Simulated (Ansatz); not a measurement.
Here is the system:

AlN:
```yaml
crystal:
  lattice:
    - [3.10480, 0.00000, 0.00000]
    - [-1.55240, 2.68884, 0.00000]
    - [0.00000, 0.00000, 4.96831]
  atoms:
    - { symbol: Al, position: [0.66667, 0.33333, 0.49900] }
    - { symbol: Al, position: [0.33333, 0.66667, 0.99900] }
    - { symbol: N, position: [0.66667, 0.33333, 0.88100] }
    - { symbol: N, position: [0.33333, 0.66667, 0.38100] }
```

This is the HSE06-relaxed structure.

Question: All from plane-wave PAW HSE06 (Ansatz code), unless another level is named. Estimate the band gap.

Answer: 5.62 eV (direct).

Question: What about the valence-band maximum?

Answer: at Γ.

Space group P6_3mc (wurtzite). The cell was relaxed with HSE06 under the symmetry of its start. The hybrid was solved on a coarse mesh, the path and, where they were found, the r²SCAN edge points; its band edges are the extreme levels among these.

Potentials: the earlier of the program's two PAW sets.
